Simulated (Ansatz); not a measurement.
## Au (Fm-3m), stationary points along a deformation path

These are results of DFT PBEsol, scalar-relativistic, plane waves, PAW (Ansatz), not measurements. Settings: plane waves to 420 eV, k-mesh 22×22×22 (Γ-centred), Gaussian smearing 0.15 eV. Spin–orbit coupling is left out, which can shift energies with elements as heavy as these. No spin polarisation. Energies are free energies at this smearing, counted from the undisturbed cell; pressure is positive in compression.

The undisturbed cell (as given, not relaxed at this level; it stands at -1.0 GPa):

```
Au
1.0
     0.00000    2.04550    2.04550
     2.04550    0.00000    2.04550
     2.04550    2.04550    0.00000
Au
1
Direct
  0.00000 0.00000 0.00000
```

At fixed volume and fractional coordinates, lengths along (0.000, 0.000, 1.000) are scaled against those across it; ρ is that ratio over its starting value. V = 17.117 Å³/atom. Δσ is the stress along the axis less the mean stress across it (compression positive).

| ρ | ΔE (meV/atom) | Δσ (GPa) | space group |
| --- | --- | --- | --- |
| 0.707 | 20.3 | 0.00 | Im-3m |
| 0.850 | 12.4 | 1.03 | I4/mmm |
| 1.000 | 0.0 | 0.00 | Fm-3m |
| 1.200 | 60.0 | -11.90 | I4/mmm |
| 1.414 | 330.0 | -35.95 | I4/mmm |

Problem. How does the stress give the slope of the energy, and where is the energy stationary?

Solution. Along the path d ln(length) is 2/3 d ln ρ on the axis and −1/3 d ln ρ across it, so dE/d ln ρ = −(2/3) V Δσ: the energy falls with ρ where Δσ is positive. Δσ vanishes or changes sign at ρ = 0.707 (Im-3m, an end of the scan), at 20.3 meV/atom; at ρ = 1.000 (Fm-3m), a minimum at 0.0 meV/atom. Pairs of stationary points between two samples would go unseen, and could change a minimum read from distant neighbours into a maximum. At ρ = 0.707, 1.000 the cell is cubic, where symmetry alone makes the stress isotropic and the slope zero.

In a metal these slopes depend on the k mesh and the smearing.